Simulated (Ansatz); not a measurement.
# Two states of BaCrF6

```xyz
8
Lattice="3.6746 2.1216 2.3859 -3.6746 2.1216 2.3859 0.0000 -4.2431 2.3859" Properties=species:S:1:pos:R:3 pbc="T T T"
Ba    0.0000    0.0000    3.5789
F    -2.3407    1.3514    3.3808
F     0.0000   -2.7029    3.3808
F     2.3407    1.3514    3.3808
F     2.3407   -1.3514    3.7769
F    -2.3407   -1.3514    3.7769
F     0.0000    2.7029    3.7769
Cr    0.0000    0.0000    0.0000
```

Single point in Ansatz 0.2.0 with r2SCAN. Cutoff 500 eV, PAW datasets, 4×4×4 (shifted by 0.5, 0.5, 0.5 steps) k mesh, fermi-dirac filling (width 0.1108 eV).

State A: Cr8 up (collinear spin). State B: no moments (no spin polarisation).

Task: Which state is lower, and how do they differ?

Result: State A is lower by 195.5 meV an atom at zero smearing; in free energy at this smearing B lies +173.5 meV an atom from A.

```csv
state,free energy (meV/atom),largest moment in a small sphere (μB),net moment (μB/cell),gap on mesh (eV),pressure (GPa),largest force (eV/Å)
A,0.0,1.63,2.00,0.51,-0.9,0.81
B,173.5,0.00,0.00,metal,-1.5,0.77
```

Origin: a database entry at a rescaled volume. Caveats: the state breaks the symmetry of the cell; the Fermi level lies in a narrow band between gaps, which spin or distortion may split; the k mesh is coarse if the cell is a metal.
